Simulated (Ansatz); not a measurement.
**Be (dhcp): energy against volume**

The calculation used DFT, r2SCAN, plane waves (500 eV) with PAW, scalar-relativistic in Ansatz. (PAW data from PBE, frozen cores regenerated.)

The cell is scaled uniformly from the relaxed one, with fractional coordinates and shape fixed. Energies are extrapolated to zero smearing, pressures are those at the given smearing. Magnetic state: spin not included.

A Birch-Murnaghan fit gives V₀ = 7.90 Å³/atom, B₀ = 124 GPa, B₀′ = 3.3.

What are the energy above the minimum and the pressure at 6.953 Å³/atom?

52.8 meV/atom and 19.58 GPa as computed.

What are the energy above the minimum and the pressure at 7.269 Å³/atom?

22.0 meV/atom and 11.87 GPa as computed.

What are the energy above the minimum and the pressure at 8.533 Å³/atom?

17.6 meV/atom and -8.40 GPa as computed.
